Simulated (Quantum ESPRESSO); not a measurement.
## Ga3SiCN3 (finding a planted mistake in a log)

Computed values, not a measurement. The program is pw.x of Quantum ESPRESSO 7.5 (plane-wave density functional theory). The cell is made up: 8 atoms on a zincblende/diamond lattice, with randomly drawn elements, strain and displacements, not relaxed. PseudoDojo standard norm-conserving files (v0.5 for PBE, v0.4.1 for LDA and PBEsol) set the functional; there is no spin polarisation, spin-orbit coupling or dispersion term, and the masses in the input are unused placeholders.

Intended input:

```
&control calculation='scf', pseudo_dir='./dojo.nc.sr.pbe.v0_5.standard.upf', outdir='./o', disk_io='low', tprnfor=.true., tstress=.true. /
&system ibrav=0, nat=8, ntyp=4, nbnd=37, ecutwfc=84.00895049, nosym=.true., tot_charge=0,
 occupations='smearing', smearing='fd', degauss=0.0018374661
/
&electrons conv_thr=7.350e-09, electron_maxstep=60, /
ATOMIC_SPECIES
C 1.0 C.upf
Ga 1.0 Ga.upf
N 1.0 N.upf
Si 1.0 Si.upf
CELL_PARAMETERS angstrom
4.7326 0.0605 0.0021
0.0605 4.5827 -0.0766
0.0021 -0.0766 4.6176
ATOMIC_POSITIONS angstrom
Ga -0.0108 0.0098 0.0096
Ga 0.0426 2.2281 2.2134
Si 2.3439 0.0139 2.391
Ga 2.4293 2.2513 -0.0965
C 1.2471 1.1457 1.1055
N 1.2564 3.413 3.3955
N 3.5514 1.1673 3.4543
N 3.586 3.4836 1.1014
K_POINTS automatic
4 4 4 1 1 1
```

The log is shortened where brackets say so; the opening notice, blank lines, dates and the lines on written files are dropped, and the path of the files is cut. It prints rydbergs, bohrs and kilobars, and counts compression as positive stress. Where no state is partly filled, the Fermi energy that it prints is only some level between the filled and the empty states on the mesh, and need not lie in the true gap.

Log of the intended run:

```
     Program PWSCF v.7.5
     Parallel version (MPI & OpenMP), running on       4 processor cores
     Number of MPI processes:                 4
     Threads/MPI process:                     1
     [start-up lines left out]
     bravais-lattice index     =            0
     lattice parameter (alat)  =       8.9440  a.u.
     unit-cell volume          =     675.5231 (a.u.)^3
     number of atoms/cell      =            8
     number of atomic types    =            4
     number of electrons       =        62.00
     number of Kohn-Sham states=           37
     kinetic-energy cutoff     =      84.0090  Ry
     charge density cutoff     =     336.0358  Ry
     scf convergence threshold =      7.3E-09
     mixing beta               =       0.7000
     number of iterations used =            8  plain     mixing
     Exchange-correlation= PBE
                           (   1   4   3   4   0   0   0)
     [axes and pseudopotential details left out]
   Cartesian axes
     site n.     atom                  positions (alat units)
         1        Ga     tau(   1) = (  -0.0022819   0.0020706   0.0020283  )
         2        Ga     tau(   2) = (   0.0090007   0.4707598   0.4676539  )
         3        Si     tau(   3) = (   0.4952264   0.0029368   0.5051778  )
         4        Ga     tau(   4) = (   0.5132699   0.4756615  -0.0203888  )
         5        C      tau(   5) = (   0.2634911   0.2420670   0.2335734  )
         6        N      tau(   6) = (   0.2654560   0.7211091   0.7174116  )
         7        N      tau(   7) = (   0.7503507   0.2466307   0.7298351  )
         8        N      tau(   8) = (   0.7576610   0.7360257   0.2327072  )
     number of k points=    32  Fermi-Dirac smearing, width (Ry)=  0.0018
                       cart. coord. in units 2pi/alat
        k(    1) = (   0.1232951   0.1296482   0.1302182), wk =   0.0625000
        k(    2) = (   0.1231265   0.1339348   0.3865365), wk =   0.0625000
     [further k points left out]
     Dense  grid:    70291 G-vectors     FFT dimensions: (  54,  54,  54)
     Estimated max dynamical RAM per process >     131.08 MB
     Estimated total dynamical RAM >     472.84 MB
     Initial potential from superposition of free atoms
     starting charge      61.9913, renormalised to      62.0000
     Starting wfcs are   47 randomized atomic wfcs
     total cpu time spent up to now is        1.5 secs
     per-process dynamical memory:    93.6 Mb
     Self-consistent Calculation
     iteration #  1     ecut=    84.01 Ry     beta= 0.70
     Davidson diagonalization with overlap
     ethr =  1.00E-02,  avg # of iterations =  3.1
     total cpu time spent up to now is        3.5 secs
     total energy              =    -540.83784260 Ry
     estimated scf accuracy    <       1.91691124 Ry
     iteration #  2     ecut=    84.01 Ry     beta= 0.70
     Davidson diagonalization with overlap
     ethr =  3.09E-03,  avg # of iterations =  3.0
     total cpu time spent up to now is        5.4 secs
     total energy              =    -541.39069347 Ry
     estimated scf accuracy    <       1.89183320 Ry
     [iterations 3 to 10 left out]
     iteration # 11     ecut=    84.01 Ry     beta= 0.70
     Davidson diagonalization with overlap
     ethr =  2.52E-10,  avg # of iterations =  4.0
     total cpu time spent up to now is       22.4 secs
     total energy              =    -541.71485502 Ry
     estimated scf accuracy    <       0.00000001 Ry
     iteration # 12     ecut=    84.01 Ry     beta= 0.70
     Davidson diagonalization with overlap
     ethr =  1.94E-11,  avg # of iterations =  2.3
     total cpu time spent up to now is       24.1 secs
     End of self-consistent calculation
     [lines on levels left out]
     the Fermi energy is    10.3529 ev
!    total energy              =    -541.71485502 Ry
     estimated scf accuracy    <          7.2E-09 Ry
     smearing contrib. (-TS)   =      -0.00000000 Ry
     internal energy E=F+TS    =    -541.71485502 Ry
     The total energy is F=E-TS. E is the sum of the following terms:
     one-electron contribution =    -203.49571775 Ry
     hartree contribution      =     154.99072912 Ry
     xc contribution           =    -151.30312956 Ry
     ewald contribution        =    -341.90673682 Ry
     convergence has been achieved in  12 iterations
     Forces acting on atoms (cartesian axes, Ry/au):
     atom    1 type  2   force =     0.02019929    0.00199275    0.02486242
     atom    2 type  2   force =     0.00742897    0.01697573   -0.00404662
     atom    3 type  4   force =    -0.00565698   -0.00685339   -0.06847547
     atom    4 type  2   force =    -0.05624327    0.05650385    0.07385864
     atom    5 type  1   force =     0.03108351   -0.05112563    0.05283976
     atom    6 type  3   force =     0.04425693    0.03906436   -0.04528234
     atom    7 type  3   force =    -0.00014987   -0.09054443   -0.08375919
     atom    8 type  3   force =    -0.04091857    0.03398676    0.05000281
     Total force =     0.224543     Total SCF correction =     0.000221
     Computing stress (Cartesian axis) and pressure
          total   stress  (Ry/bohr**3)                   (kbar)     P=     -124.90
  -0.00101184  -0.00038136  -0.00013285         -148.85      -56.10      -19.54
  -0.00038136  -0.00069915   0.00041555          -56.10     -102.85       61.13
  -0.00013285   0.00041555  -0.00083617          -19.54       61.13     -123.01
     init_run     :      1.37s CPU      1.42s WALL (       1 calls)
     electrons    :     22.48s CPU     22.58s WALL (       1 calls)
     forces       :      0.32s CPU      0.32s WALL (       1 calls)
     stress       :      1.01s CPU      1.01s WALL (       1 calls)
     [timing details left out]
     PWSCF        :     25.26s CPU     25.43s WALL
     JOB DONE.
```

A second run was made from an input with one planted mistake. Its log:

```
     Program PWSCF v.7.5
     Parallel version (MPI & OpenMP), running on       4 processor cores
     Number of MPI processes:                 4
     Threads/MPI process:                     1
     [start-up lines left out]
     bravais-lattice index     =            0
     lattice parameter (alat)  =       8.9440  a.u.
     unit-cell volume          =     675.5231 (a.u.)^3
     number of atoms/cell      =            8
     number of atomic types    =            4
     number of electrons       =        62.00
     number of Kohn-Sham states=           55
     kinetic-energy cutoff     =      84.0090  Ry
     charge density cutoff     =     336.0358  Ry
     scf convergence threshold =      7.3E-09
     mixing beta               =       0.7000
     number of iterations used =            8  plain     mixing
     Exchange-correlation= PBE
                           (   1   4   3   4   0   0   0)
     [axes and pseudopotential details left out]
   Cartesian axes
     site n.     atom                  positions (alat units)
         1        Ga     tau(   1) = (  -0.0022819   0.0020706   0.0020283  )
         2        Ga     tau(   2) = (   0.0090007   0.4707598   0.4676539  )
         3        Si     tau(   3) = (   0.4952264   0.0029368   0.5051778  )
         4        Ga     tau(   4) = (   0.5132699   0.4756615  -0.0203888  )
         5        C      tau(   5) = (   0.2634911   0.2420670   0.2335734  )
         6        N      tau(   6) = (   0.2654560   0.7211091   0.7174116  )
         7        N      tau(   7) = (   0.7503507   0.2466307   0.7298351  )
         8        N      tau(   8) = (   0.7576610   0.7360257   0.2327072  )
     number of k points=    32  Fermi-Dirac smearing, width (Ry)=  0.0470
                       cart. coord. in units 2pi/alat
        k(    1) = (   0.1232951   0.1296482   0.1302182), wk =   0.0625000
        k(    2) = (   0.1231265   0.1339348   0.3865365), wk =   0.0625000
     [further k points left out]
     Dense  grid:    70291 G-vectors     FFT dimensions: (  54,  54,  54)
     Estimated max dynamical RAM per process >     162.78 MB
     Estimated total dynamical RAM >     599.62 MB
     Initial potential from superposition of free atoms
     starting charge      61.9913, renormalised to      62.0000
     Starting wfcs are   47 randomized atomic wfcs +    8 random wfcs
     total cpu time spent up to now is        1.5 secs
     per-process dynamical memory:   116.0 Mb
     Self-consistent Calculation
     iteration #  1     ecut=    84.01 Ry     beta= 0.70
     Davidson diagonalization with overlap
     ethr =  1.00E-02,  avg # of iterations =  7.4
     total cpu time spent up to now is        5.0 secs
     total energy              =    -540.88752590 Ry
     estimated scf accuracy    <       1.86685100 Ry
     iteration #  2     ecut=    84.01 Ry     beta= 0.70
     Davidson diagonalization with overlap
     ethr =  3.01E-03,  avg # of iterations =  2.0
     total cpu time spent up to now is        7.7 secs
     total energy              =    -541.35056825 Ry
     estimated scf accuracy    <       2.07651094 Ry
     [iterations 3 to 10 left out]
     iteration # 11     ecut=    84.01 Ry     beta= 0.70
     Davidson diagonalization with overlap
     ethr =  4.28E-10,  avg # of iterations =  2.0
     total cpu time spent up to now is       31.7 secs
     total energy              =    -541.73631663 Ry
     estimated scf accuracy    <       0.00000002 Ry
     iteration # 12     ecut=    84.01 Ry     beta= 0.70
     Davidson diagonalization with overlap
     ethr =  3.09E-11,  avg # of iterations =  2.0
     total cpu time spent up to now is       34.3 secs
     End of self-consistent calculation
     [lines on levels left out]
     the Fermi energy is    10.3561 ev
!    total energy              =    -541.73631663 Ry
     estimated scf accuracy    <          8.1E-10 Ry
     smearing contrib. (-TS)   =      -0.08168306 Ry
     internal energy E=F+TS    =    -541.65463357 Ry
     The total energy is F=E-TS. E is the sum of the following terms:
     one-electron contribution =    -203.34051246 Ry
     hartree contribution      =     154.87376241 Ry
     xc contribution           =    -151.28114670 Ry
     ewald contribution        =    -341.90673682 Ry
     convergence has been achieved in  12 iterations
     Forces acting on atoms (cartesian axes, Ry/au):
     atom    1 type  2   force =     0.01237593   -0.00192832    0.01626112
     atom    2 type  2   force =     0.00020621    0.01981366    0.00524471
     atom    3 type  4   force =     0.00119007   -0.00988201   -0.05593919
     atom    4 type  2   force =    -0.05075876    0.05839860    0.06556036
     atom    5 type  1   force =     0.03356020   -0.05030247    0.05012194
     atom    6 type  3   force =     0.04045803    0.03603418   -0.04407092
     atom    7 type  3   force =     0.00292682   -0.08570438   -0.08281786
     atom    8 type  3   force =    -0.03995850    0.03357073    0.04563983
     Total force =     0.210761     Total SCF correction =     0.000140
     Computing stress (Cartesian axis) and pressure
          total   stress  (Ry/bohr**3)                   (kbar)     P=     -109.73
  -0.00088927  -0.00034794  -0.00014512         -130.82      -51.18      -21.35
  -0.00034794  -0.00061800   0.00038958          -51.18      -90.91       57.31
  -0.00014512   0.00038958  -0.00073062          -21.35       57.31     -107.48
     init_run     :      1.41s CPU      1.46s WALL (       1 calls)
     electrons    :     32.12s CPU     32.75s WALL (       1 calls)
     forces       :      0.45s CPU      0.45s WALL (       1 calls)
     stress       :      1.44s CPU      1.44s WALL (       1 calls)
     [timing details left out]
     PWSCF        :     35.51s CPU     36.20s WALL
     JOB DONE.
```

Question: what was wrong in the second input?

Answer: the smearing is too wide. The input lines that differ, file-writing options aside:

```
- &system ibrav=0, nat=8, ntyp=4, nbnd=37, ecutwfc=84.00895049, nosym=.true., tot_charge=0,
+ &system ibrav=0, nat=8, ntyp=4, nbnd=55, ecutwfc=84.00895049, nosym=.true., tot_charge=0,
-  occupations='smearing', smearing='fd', degauss=0.0018374661
+  occupations='smearing', smearing='fd', degauss=0.0470391324
```

|  | intended run | run with the mistake |
| --- | --- | --- |
| free energy (eV) | -7370.406 | -7370.698 |
| smearing term -TS (eV) | 0.0000 | -1.1114 |
| pressure (GPa) | -12.49 | -10.97 |
| largest force component (eV/Å) | 2.328 | 2.204 |
| largest change of a force component (eV/Å) |  | 0.322 |
| iterations | 12 | 12 |

For scale, a rerun of the intended cell at 1437 eV and a 6 x 6 x 6 mesh moved values by no more than 0.004 eV in energy, 0.02 GPa in stress and 0.002 eV/Å in force. The number of bands, nbnd, was set by rule from the electron count and the smearing, so it follows the mistake.